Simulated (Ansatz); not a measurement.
TiO2:
```
TiO2
1.0
    4.80445     0.00000     0.00000
    0.00000     4.86676     0.00000
   -0.86515     0.00000     4.96648
Ti O
4 8
Direct
  0.27700   0.44548   0.71460
  0.72300   0.55452   0.28540
  0.72300   0.94548   0.78540
  0.27700   0.05452   0.21460
  0.44635   0.74204   0.96328
  0.55365   0.25796   0.03672
  0.55365   0.24204   0.53672
  0.44635   0.75796   0.46328
  0.06348   0.32225   0.35236
  0.93652   0.67775   0.64764
  0.93652   0.82225   0.14764
  0.06348   0.17775   0.85236
```

Relaxed with r²SCAN.

Task: Give the Bader charges and basin volumes of the independent atoms, r²SCAN in the plane-wave PAW code Ansatz.

Result: 

```json
[
 {"atom": "Ti1", "Bader charge (e)": "+2.34", "Bader volume (Å³)": "6.9"},
 {"atom": "O5", "Bader charge (e)": "-1.21", "Bader volume (Å³)": "10.9"},
 {"atom": "O9", "Bader charge (e)": "-1.13", "Bader volume (Å³)": "11.3"}
]
```

Space group P2_1/c. The first step of the workflow began from a Materials Project structure, measured or hypothetical; the Crystallography Open Database files this formula in space group No. 14, but the cells were not matched. It is not the phase usual at ambient conditions (space group No. 61, 136, 141). The r²SCAN relaxation kept the symmetry of its start; whether a distortion lowers the energy is not shown. No spin polarisation was allowed.

Potentials: the earlier of the program's two PAW sets.
